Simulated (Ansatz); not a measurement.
**MgNiH: course of a relaxation**

These are results of Ansatz 0.2.0, DFT PBEsol, scalar-relativistic, plane waves, PAW, not measurements. (420 eV cutoff, 14×14×14 k-mesh, Gaussian smearing of 0.10 eV, no spin polarisation)

What was changed: biaxial strain in the a-b plane, c and atoms relaxed: -2.0 %.

Command:

```bash
ansatz run input.yaml --threads 1 --pin off --max-ram 1331MiB --backend cpu --events-out ev --progress --plain --runs-dir out
```

Input:

```yaml
crystal:
  lattice:
    - [3.005392701, 0.0, 0.0]
    - [0.0, 3.005392701, 0.0]
    - [0.0, 0.0, 3.2526163486]
  atoms:
    - { symbol: Mg, position: [0.0, 0.0, 0.0] }
    - { symbol: Ni, position: [0.5, 0.5, 0.5] }
    - { symbol: H, position: [0.5, 0.5, 0.0] }
basis:
  ecutwfc: 420
kpoints:
  mp_grid: { grid: [14, 14, 14] }
hamiltonian:
  xc: pbesol
scf:
  occupations: { method: gaussian, width: 0.1 }
output:
  forces: true
  stress: true
  eigenvalues: true
relax:
  adjacent_minimum: "off"
  f_tol: 0.008
  max_steps: 40
  cell: { stress_tol: 0.015, fix: [a, b, gamma] }
```

F is the free energy. Steps run on the plane waves of an earlier cell, but the last one, and at times one on the way, on a freshly chosen basis, so a repeated geometry can differ a little in energy. The held parts of the cell keep their stress, so P needn't end at zero.

Steps:

```csv
step,F − F(1) (eV),largest force component (eV/Å),V (Å³/atom),P (GPa)
1,0.0000,0.000,9.793,2.12
2,0.0000,0.000,9.797,2.06
3,0.0000,0.000,9.802,1.99
4,0.0000,0.000,9.802,1.99
```

Relaxed structure:

```yaml
crystal:
  lattice:
    - [3.00539, 0.00000, 0.00000]
    - [0.00000, 3.00539, 0.00000]
    - [0.00000, 0.00000, 3.25551]
  atoms:
    - { symbol: Mg, position: [0.00000, 0.00000, 0.00000] }
    - { symbol: Ni, position: [0.50000, 0.50000, 0.50000] }
    - { symbol: H, position: [0.50000, 0.50000, 0.00000] }
```

The structure is tetragonal, space group P4/mmm (No. 123). Conventional cell: a = 3.005 Å, b = 3.005 Å, c = 3.256 Å, α = 90.00°, β = 90.00°, γ = 90.00°. Around Mg (site symmetry 4/mmm) lie 4 H at 2.13 Å. Ni (site symmetry 4/mmm) has 2 H at 1.63 Å as nearest neighbours. Around H (site symmetry 4/mmm) lie 2 Ni at 1.63 Å.

The run converged. The run took roughly 26 core-seconds.